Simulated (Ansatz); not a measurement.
Values for one crystal, relaxed and computed with PBEsol in the plane-wave PAW code Ansatz; other levels are named.

* **Volume per atom**: 14.41 Å³
* **Electronic character**: metallic (no gap)
* **Density of states at the Fermi level**: 0.20 states/eV per atom (mean over ±0.08 eV)
* **Formation energy from the elements (no fitted shifts)**: -277 meV/atom
* **Bulk modulus (Birch–Murnaghan fit)**: 1270 kbar
* **Highest zone-centre frequency**: 391 cm⁻¹
* **Zone-centre stability**: no imaginary mode at Γ

**Question.** Pick the material that matches.
A) VRu, CsCl type
B) NbAl3, I4/mmm (Al on 2b, Al on 4d, Nb on 2a)
C) Al3V, I4/mmm (Al on 2b, Al on 4d, V on 2a)
D) AlNi3, Cu3Au type

**Answer.** C, Al3V, I4/mmm (Al on 2b, Al on 4d, V on 2a)

The workflow started from a Materials Project entry (that database holds measured and hypothetical structures alike); the Crystallography Open Database copy checked does not list it. Whether it is the stable phase at ambient conditions was not checked. Symmetry was held in the PBEsol relaxation. The run is not spin-polarised. As this level gives no gap, phonon frequencies hold no LO–TO term and depend on the k-mesh and smearing (Fermi–Dirac, 0.1 eV here). The references are the lowest solids computed at this level, not always the standard phases.

Potentials: the later of the program's two PAW sets.
